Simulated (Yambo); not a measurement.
Input:

```
Li3BrO
1.0
    3.94864     0.00000     0.00000
    0.00000     3.94864     0.00000
    0.00000     0.00000     3.94864
Li O Br
3 1 1
Direct
  0.50000   0.00000   0.00000
  0.00000   0.50000   0.00000
  0.00000   0.00000   0.50000
  0.00000   0.00000   0.00000
  0.50000   0.50000   0.50000
```

Workflow: PBEsol (Quantum ESPRESSO, PseudoDojo norm-conserving, 84 Ry, with spin-orbit coupling), then G0W0 in Yambo (4×4×4 Γ-centred k mesh, bands 7 to 174 and a 7 Ry block in the screening, 174 bands in G with the Bruneval-Gonze terminator, plasmon pole fitted at 27.2 eV).

Q: Give the PBEsol and G0W0 gaps between the band edges found on this mesh, and say where the edges lie.

A: Edges: M → M. PBEsol: 4.29 eV; G0W0: 6.33 eV. Nearest settings tried, and what they do to the gap: 112 bands in W, 112 bands in G: +7 meV; 6 Ry block (123 vectors against 147): -28 meV; 2×2×2 mesh: -215 meV. So the settings aren't converged at that level. The cell is held in this high symmetry; tilts and polar distortions were not searched.

Geometry of the Materials Project entry, not relaxed at this level.
